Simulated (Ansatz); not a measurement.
InAs in space group Pm-3n (No. 223; In on 6c, As on 6d), r²SCAN in the plane-wave PAW code Ansatz. The conduction-band minimum lies at Γ, with 1 equivalent valley. Second derivatives d²E/dk² of the lowest band at one valley (eV·Å²), along Cartesian directions:…

| direction | d²E/dk² |
|---|---|
| [100] | 833.2 |
| [010] | 833.2 |
| [001] | 833.2 |
| [110] | 833.7 |
| [101] | 833.7 |
| [011] | 833.7 |

Task: Find the principal effective masses, the density-of-states mass and the conductivity mass.

Result: Off-diagonal terms follow from H_xy = H[110] − (H_xx + H_yy)/2, and m*/mₑ = 7.620 eV·Å² over each eigenvalue: 0.009, 0.009, 0.009. One valley's DOS mass (m₁m₂m₃)^(1/3) = 0.009, conductivity mass 3/(Σ 1/mᵢ) = 0.009 mₑ.

Task: What effective density of states Nc follows at 300 K for parabolic valleys?

Result: Nc = 2.509e19 × 1 × (0.009)^(3/2) ≈ 2.1e16 cm⁻³.

The start of the workflow was typed in or built on a structure type; neither database checked (COD, Materials Project) lists it. It is not the phase usual at ambient conditions (space group No. 216). Symmetry was held in the r²SCAN relaxation; its stability against distortions is not shown here. The volume moved by 26 % from the start of the relaxation. Scalar-relativistic: spin–orbit coupling is off unless named, which matters more the heavier the elements.

Potentials: the earlier of the program's two PAW sets. The files were generated under PBE; for other functionals the program regenerates the frozen cores, and for LDA and PBEsol the local potential too.

Edges and masses are those of Kohn–Sham bands, whose gap is no quasiparticle gap.
